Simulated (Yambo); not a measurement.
Yambo run on NH$_{4}$F (space group P6_3mc, No. 186). The wavefunctions are LDA (pw.x of Quantum ESPRESSO, ONCV potentials, no spin-orbit coupling) ones on a 3×3×2 mesh (16 occupied bands); a = b = 4.408 Å, c = 7.136 Å, α = β = 90.00°, γ = 120.00°.

Yambo input:

```
rim_cut
HF_and_locXC
RandQpts= 100000
RandGvec= 1 Ry
EXXRLvcs= 84 Ry
VXCRLvcs= 336 Ry
% QPkrange
 1 | 1 | 16 | 17 |
 5 | 5 | 16 | 16 |
%
```

k points by index: 1 = Γ, 5 = K.

Resulting energies as the program prints them:

```
#    K-point    Band    Eo [eV]    Ehf [eV]    Vxc [eV]    Vnlxc [eV]
#
    1    16    -0.278343    -7.589835    -21.04357    -28.35507
    1    17    5.938501    9.763207    -7.223103    -3.398397
    5    16    0.000000    -7.201202    -21.39591    -28.59711
```
Exchange alone, without screening.

Geometry of the Materials Project entry, not relaxed at this level.

The distance between layers or molecules is the database entry's, not relaxed here. Functionals without dispersion can leave it too large, which widens gaps and weakens the response across layers: the numbers belong to this cell.
